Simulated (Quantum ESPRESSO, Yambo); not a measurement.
A free-standing Cu$_{2}$SO$_{4}$ monolayer (symmetry C222, slab cell 14.8 Å high). The layer was cut from Materials Project entry mp-28491 and relaxed with PBEsol in a cell 14.8 Å high, with the Coulomb interaction truncated along z. Chain: PBEsol (pw.x of Quantum ESPRESSO, ONCV potentials, no spin-orbit coupling); G0W0 in Yambo (4×4×1 Γ-centred k mesh, bands 9 to 152 and a 5 Ry block in the screening, 152 bands in G with the Bruneval-Gonze terminator, plasmon pole fitted at 27.2 eV, slab-truncated Coulomb interaction, stochastic integration of W near q = 0); BSE (6×6×1 mesh, 18 valence and 13 conduction bands, static screening with 103 bands and a 3 Ry block, scissor 3.18 eV, Tamm-Dancoff, stochastic integration of W near q = 0).

```
Property                                                                     Value
-----------------------------------------------  ---------------------------------
PBEsol gap (dense path)                                                    2.16 eV
PBEsol gap (0, -0.5) → Γ on the GW mesh                                    2.16 eV
PBEsol smallest direct gap on the GW mesh, at Γ                            2.47 eV
G0W0 direct gap at that point                                              5.65 eV
G0W0 correction to the gap (0, -0.5) → Γ                                   3.08 eV
direct gap on the BSE mesh, with the scissor                               5.65 eV
first BSE state allowed for light along x                                  3.05 eV
lowest BSE state                                                           3.05 eV
binding of the lowest exciton                                              2.59 eV
RPA in-plane polarisability along x              0.93 Å (6×6×1 mesh, PBEsol bands)
```

Rough cost of the Yambo steps against G0W0 for 4 states: BSE about 2×, one RPA spectrum about 1/4.

Nearest settings tried, and what they do to the gap: 69 bands in W, 69 bands in G: +192 meV; 81 bands in W: +100 meV. Not varied: block, mesh, cell height. So the settings aren't converged at that level. Oxides, nitrides and fluorides with a shallow 3d shell are known to need far more bands and larger blocks. The BSE states are vertical excitations (zero momentum); the indirect quasiparticle gap, about 5.24 eV, is smaller than the direct one (5.65 eV on the GW mesh). Convergence of the RPA response with its 6×6×1 mesh was not tested. Convergence of the binding with the mesh was not shown. x lies along the first cell vector.

The 3d shell has no Hubbard U; the runs are without spin polarisation, and magnetic order was not tried.

This is a model layer cut from the bulk structure; whether it is stable on its own was not checked.
